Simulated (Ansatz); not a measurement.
## Energy against total moment in Ni

System: Ni, an experimental structure (space group Fm-3m); the cell holds 1 atom. Source: COD entry 9012979; the sample's temperature and pressure aren't taken into account, and it need not be the stable phase.

```
CELL_PARAMETERS angstrom
0.00000 1.76715 1.76715
1.76715 0.00000 1.76715
1.76715 1.76715 0.00000
ATOMIC_POSITIONS crystal
Ni 0.00000 0.00000 0.00000
```

Atoms are numbered from 1 in the order listed.

Theory: DFT, r2SCAN, PAW, plane waves, scalar-relativistic in Ansatz development build ahead of 0.2.0.

```json
{
  "Plane-wave cutoff": "500 eV",
  "k-point mesh": "11×11×11 (Γ-centred)",
  "Occupations": "Fermi–Dirac smearing, 0.05 eV",
  "Valence electrons": "18"
}
```

Moments by site are taken inside atomic spheres; the rest lies between them.

r2SCAN tends to overstate moments and magnetic energies in itinerant metals.

For a metal this mesh leaves errors of several meV/atom.

The total moment of the cell is held fixed (separate Fermi levels for the two spins), shared at the start among the Ni atoms with one sign; no search for lower states follows. F is the free energy per cell, and F(lowest) that of the lowest run, the runs with a free moment included. Each row is one local solution, which need not be the lowest state at that M. The run at M = 0 starts without moments and gives the spin-unpolarised solution. The cell holds one magnetic atom, so only parallel order fits; orders in a larger cell may lie lower.

The run at M = 1.09 μB took 1.8 s on 2 threads of x86-64 server CPU, on a shared host, peak memory 0.36 GiB.

| fixed M (μB/cell) | F − F(lowest) (meV/cell) | moments of Ni1 (μB) |
| --- | --- | --- |
| 0.00 | 122 | 0.00 |
| 0.27 | 96 | 0.31 |
| 0.54 | ? | ? |
| 0.82 | 0 | 0.89 |
| 1.09 | ? | ? |
| 1.36 | 301 | 1.35 |
| 1.63 | 701 | 1.55 |
| 1.90 | 1300 | 1.75 |
| 2.18 | 2106 | 1.97 |

(1) Fill in the row for M = 0.54 μB.

(2) Fill in the row for M = 1.09 μB.

Results:

(1) 21 meV; moments Ni1 0.61 μB.

(2) 85 meV; moments Ni1 1.12 μB.

With the constraint released: “usual moment scaled by 0.1, free total moment [Ni1 0.20 μB]” ends at 0.80 μB, 0 meV; “usual moment, free total moment [Ni1 2.00 μB]” ends at 0.80 μB, 0 meV.
